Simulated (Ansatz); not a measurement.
The relaxed structure here is a generated cell of PbS: the first start was made by placing the elements on the sites of a structure type, and the end was not matched to a known phase here, so it may be hypothetical. Known forms of PbS include space group No. 225.

One stationary structure of PbS. Space group P6₃/mmc (No. 194). Calculation: r2SCAN (plane waves to 500 eV, PAW, scalar-relativistic; Ansatz, an electronic-structure program).

Space group P6₃/mmc (No. 194); a = b = 5.001 Å, c = 5.982 Å, α = β = 90.00°, γ = 120.00°

```json
[
 {"atom": "Pb", "site": "2d", "symmetry": "-6m2", "x": "0.6667", "y": "0.3333", "z": "0.2500"},
 {"atom": "S", "site": "2c", "symmetry": "-6m2", "x": "0.3333", "y": "0.6667", "z": "0.2500"}
]
```

Problem. Estimate the band gap that r2SCAN returns for this input.

Solution. 1.73 eV, direct at H (no spin-orbit coupling).

No spin polarisation in the result. Without spin-orbit coupling the bands of the heavy element are not split, so the gap can be far off.

The run could not lower the symmetry of its start; a shaken copy of this end point relaxes with r2SCAN to Cmc2₁ (No. 36) at a tolerance of 0.01 Å, Fm-3m (No. 225) at 0.1 Å, 0.116 eV/atom lower.
